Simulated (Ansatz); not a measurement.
# Structure optimisation: bromine, Br2 molecule

Method: DFT, PBEsol, plane waves (420 eV) with PAW, scalar-relativistic in Ansatz 0.2.0. The PAW files were generated under PBE, with cores re-solved for the functional.

k-point mesh 1×1×1, Fermi-Dirac smearing 0.01 eV, no spin polarisation. The box is fixed.

Starting structure:

```
Br
1.0
    12.00000    0.00000    0.00000
     0.00000   12.30000    0.00000
     0.00000    0.00000   12.60000
Br
2
Direct
  0.50000 0.50000 0.40873
  0.50000 0.50000 0.59127
```

**Question.** What is the relaxed bond length?

**Answer.** 2.284 Å (start 2.300 Å).
